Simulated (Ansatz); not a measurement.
Polymorphs of MgTiNO, each relaxed with plane-wave PAW PBE (Ansatz code):

A: P4/mmm
a = b = 2.9830 Å, c = 4.3651 Å, α = β = γ = 90.00°

| atom | site | symmetry | x | y | z |
|---|---|---|---|---|---|
| Ti | 1a | 4/mmm | 0.0000 | 0.0000 | 0.0000 |
| N | 1c | 4/mmm | 0.5000 | 0.5000 | 0.0000 |
| Mg | 1d | 4/mmm | 0.5000 | 0.5000 | 0.5000 |
| O | 1b | 4/mmm | 0.0000 | 0.0000 | 0.5000 |

B: P4/nmm
a = b = 2.9784 Å, c = 8.7227 Å, α = β = γ = 90.00°

| atom | site | symmetry | x | y | z |
|---|---|---|---|---|---|
| Ti | 2c | 4mm | 0.0000 | 0.5000 | 0.1147 |
| N | 2c | 4mm | 0.5000 | 0.0000 | 0.1264 |
| Mg | 2c | 4mm | 0.5000 | 0.0000 | 0.3765 |
| O | 2c | 4mm | 0.0000 | 0.5000 | 0.3775 |

Order them by energy per atom at 0 K (lowest first) at the level PBE.

B (+0 meV/atom), A (+141 meV/atom)

Typed or built starts, not in the databases checked: A; B. Began spin-polarised and lost the moments: A; B. All cells were relaxed under the symmetry of their starts (and spin orders); stability against distortions was not tested throughout.

Energies hold the estimated change up to a 700 eV cutoff; steps of a few meV lie near the error of the meshes.

Potentials: the earlier of the program's two PAW sets.
